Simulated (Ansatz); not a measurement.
Relaxed-ion elastic tensor of SnO₂ in space group Pbcn (No. 60; Sn on 4c, O on 8d) in GPa (Voigt order), plane-wave PAW LDA (Ansatz code); density 7.18 g/cm³, 11.62 Å³ per atom.

|  | 1 | 2 | 3 | 4 | 5 | 6 |
|---|---|---|---|---|---|---|
| 1 | 269 | 168 | 164 | 0.0 | 0.0 | 0.0 |
| 2 | 168 | 285 | 116 | 0.0 | 0.0 | 0.0 |
| 3 | 164 | 116 | 328 | 0.0 | 0.0 | 0.0 |
| 4 | 0.0 | 0.0 | 0.0 | 80.2 | 0.0 | 0.0 |
| 5 | 0.0 | 0.0 | 0.0 | 0.0 | 102 | 0.0 |
| 6 | 0.0 | 0.0 | 0.0 | 0.0 | 0.0 | 122 |

Question: Is the crystal mechanically stable?

Answer: Yes: the smallest eigenvalue of C is 80.2 GPa.

Question: Work out the Voigt, Reuss and Hill averages.

Answer: K_V = 197, K_R = 197, K_H = 197; G_V = 89.8, G_R = 81.2, G_H = 85.5 GPa.

Question: Give Young's modulus, Poisson's ratio, Pugh's ratio and the universal anisotropy index.

Answer: E = 9KG/(3K + G) = 224 GPa; ν = 0.31; K/G = 2.30 (ductile by the Pugh limit of 1.75); A_U = 5G_V/G_R + K_V/K_R − 6 = 0.53.

Question: Estimate the sound speeds and the Debye temperature.

Answer: v_l = √((K + 4G/3)/ρ) = 6580 m/s, v_t = √(G/ρ) = 3450 m/s, mean 3860 m/s; Θ = (h/k)(3n/4πV)^(1/3) v_m = 507 K.

Question: Solve the Christoffel equation for the three sound speeds along x, y, z.

Answer: Eigenvalues of C_ijkl n_j n_l equal ρv². In km/s, slowest first: x 3.78, 4.11, 6.12; y 3.34, 4.11, 6.30; z 3.34, 3.78, 6.76.

Question: How much does each axis shrink under pressure?

Answer: Linear compressibilities β_i = Σ_j S_ij (j = 1 to 3): x 1.5, y 2.0, z 1.6 per TPa.

This is a known high-pressure phase of the composition, computed here at zero pressure and temperature. The LDA relaxation kept the symmetry of its start; phonons on a q-mesh show no instability. Scalar-relativistic: spin–orbit coupling is off unless named, which matters more the heavier the elements.

Potentials: the later of the program's two PAW sets.
